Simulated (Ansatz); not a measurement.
Input, command and steps of an Ansatz relaxation.

```yaml
crystal:
  lattice:
    - [-1.6057648774, 1.6057648774, 3.9165563863]
    - [1.6057648774, -1.6057648774, 3.9165563863]
    - [1.6057648774, 1.6057648774, -3.9165563863]
  atoms:
    - { symbol: Li, position: [0.1336, 0.1336, 0.0] }
    - { symbol: B, position: [0.5204, 0.5204, 0.0] }
    - { symbol: C, position: [0.8827, 0.3827, 0.5] }
    - { symbol: C, position: [0.3827, 0.8827, 0.5] }
    - { symbol: C, position: [0.7515, 0.7515, 0.0] }
basis:
  ecutwfc: 420
kpoints:
  mp_grid: { grid: [8, 8, 8] }
hamiltonian:
  xc: pbe
scf:
  occupations: { method: gaussian, width: 0.1 }
  lower_state_search: "off"
output:
  forces: true
  stress: true
  eigenvalues: true
relax:
  adjacent_minimum: "off"
  f_tol: 0.04
  max_steps: 70
  cell: { stress_tol: 0.4 }
```

```bash
ansatz run input.yaml --threads 1 --pin off --max-ram 2560MiB --backend cpu --events-out ev --progress --plain --runs-dir out
```

These are results of Ansatz 0.2.0, DFT PBE, scalar-relativistic, plane waves, PAW, not measurements.

Of 8 frames 8 are shown, positions in Å and forces in eV/Å; the SCF threshold varies from step to step. Steps run on the plane waves of an earlier cell, with a Pulay correction in the pressure. The basis is chosen afresh for the last frame, the zero of the energies, and at times for earlier ones too; energy and pressure step there, also at an unchanged geometry.

```xyz
5
Lattice="-1.6058 1.6058 3.9166 1.6058 -1.6058 3.9166 1.6058 1.6058 -3.9166" Properties=species:S:1:pos:R:3:forces:R:3 pbc="T T T" step=1 free_energy_over_end_meV_per_atom=460.61 pressure_GPa=-26.63
Li    0.0000    0.0000    1.0465    0.0000    0.0000    0.2943
B     0.0000    0.0000    4.0764    0.0000    0.0000   -3.2878
C     0.0000    1.6058    2.9977    0.0000    0.0000    0.2502
C     1.6058    0.0000    2.9977    0.0000    0.0000    0.2502
C     0.0000    0.0000    5.8866    0.0000    0.0000    2.4932
5
Lattice="-1.6138 1.6138 3.7256 1.6138 -1.6138 3.7256 1.6138 1.6138 -3.7256" Properties=species:S:1:pos:R:3:forces:R:3 pbc="T T T" step=2 free_energy_over_end_meV_per_atom=239.41 pressure_GPa=-25.62
Li    0.0000    0.0000    1.0043    0.0000    0.0000    0.2164
B     0.0000    0.0000    3.8243    0.0000    0.0000   -2.5502
C     0.0000    1.6138    2.8551    0.0000    0.0000    0.1407
C     1.6138    0.0000    2.8551    0.0000    0.0000    0.1407
C     0.0000    0.0000    5.6373    0.0000    0.0000    2.0523
5
Lattice="-1.6003 1.6003 3.5367 1.6003 -1.6003 3.5367 1.6003 1.6003 -3.5367" Properties=species:S:1:pos:R:3:forces:R:3 pbc="T T T" step=3 free_energy_over_end_meV_per_atom=77.03 pressure_GPa=-17.55
Li    0.0000    0.0000    0.9596    0.0000    0.0000    0.1225
B     0.0000    0.0000    3.5683    0.0000    0.0000   -0.7265
C     0.0000    1.6003    2.7128    0.0000    0.0000    0.1117
C     1.6003    0.0000    2.7128    0.0000    0.0000    0.1117
C     0.0000    0.0000    5.4020    0.0000    0.0000    0.3807
5
Lattice="-1.5846 1.5846 3.3451 1.5846 -1.5846 3.3451 1.5846 1.5846 -3.3451" Properties=species:S:1:pos:R:3:forces:R:3 pbc="T T T" step=4 free_energy_over_end_meV_per_atom=7.08 pressure_GPa=-5.29
Li    0.0000    0.0000    0.9123    0.0000    0.0000    0.0398
B     0.0000    0.0000    3.3676    0.0000    0.0000    0.0588
C     0.0000    1.5846    2.5694    0.0000    0.0000   -0.0837
C     1.5846    0.0000    2.5694    0.0000    0.0000   -0.0837
C     0.0000    0.0000    5.1052    0.0000    0.0000    0.0687
5
Lattice="-1.5883 1.5883 3.2139 1.5883 -1.5883 3.2139 1.5883 1.5883 -3.2139" Properties=species:S:1:pos:R:3:forces:R:3 pbc="T T T" step=5 free_energy_over_end_meV_per_atom=1.12 pressure_GPa=1.83
Li    0.0000    0.0000    0.8760    0.0000    0.0000   -0.0368
B     0.0000    0.0000    3.2538    0.0000    0.0000   -0.4651
C     0.0000    1.5883    2.4642    0.0000    0.0000    0.0426
C     1.5883    0.0000    2.4642    0.0000    0.0000    0.0426
C     0.0000    0.0000    4.8958    0.0000    0.0000    0.4165
5
Lattice="-1.5837 1.5837 3.2613 1.5837 -1.5837 3.2613 1.5837 1.5837 -3.2613" Properties=species:S:1:pos:R:3:forces:R:3 pbc="T T T" step=6 free_energy_over_end_meV_per_atom=-1.53 pressure_GPa=-0.11
Li    0.0000    0.0000    0.8885    0.0000    0.0000   -0.0122
B     0.0000    0.0000    3.2885    0.0000    0.0000    0.0535
C     0.0000    1.5837    2.5017    0.0000    0.0000    0.0171
C     1.5837    0.0000    2.5017    0.0000    0.0000    0.0171
C     0.0000    0.0000    4.9794    0.0000    0.0000   -0.0754
5
Lattice="-1.5844 1.5844 3.2554 1.5844 -1.5844 3.2554 1.5844 1.5844 -3.2554" Properties=species:S:1:pos:R:3:forces:R:3 pbc="T T T" step=7 free_energy_over_end_meV_per_atom=-1.61 pressure_GPa=0.06
Li    0.0000    0.0000    0.8860    0.0000    0.0000   -0.0065
B     0.0000    0.0000    3.2838    0.0000    0.0000    0.0139
C     0.0000    1.5844    2.4980    0.0000    0.0000   -0.0062
C     1.5844    0.0000    2.4980    0.0000    0.0000   -0.0062
C     0.0000    0.0000    4.9684    0.0000    0.0000    0.0051
5
Lattice="-1.5844 1.5844 3.2554 1.5844 -1.5844 3.2554 1.5844 1.5844 -3.2554" Properties=species:S:1:pos:R:3:forces:R:3 pbc="T T T" step=8 free_energy_over_end_meV_per_atom=0.00 pressure_GPa=-0.23
Li    0.0000    0.0000    0.8860    0.0000    0.0000   -0.0063
B     0.0000    0.0000    3.2838    0.0000    0.0000    0.0164
C     0.0000    1.5844    2.4980    0.0000    0.0000   -0.0056
C     1.5844    0.0000    2.4980    0.0000    0.0000   -0.0056
C     0.0000    0.0000    4.9684    0.0000    0.0000    0.0012
```

The start puts this composition into another compound's structure type, which needn't suit it. At the end the space group is I4mm (tolerance 0.05 Å).

It took 36 s on 1 thread of Arm Neoverse V1, with other jobs on the host, peak memory 0.37 GiB.

The k mesh is coarse.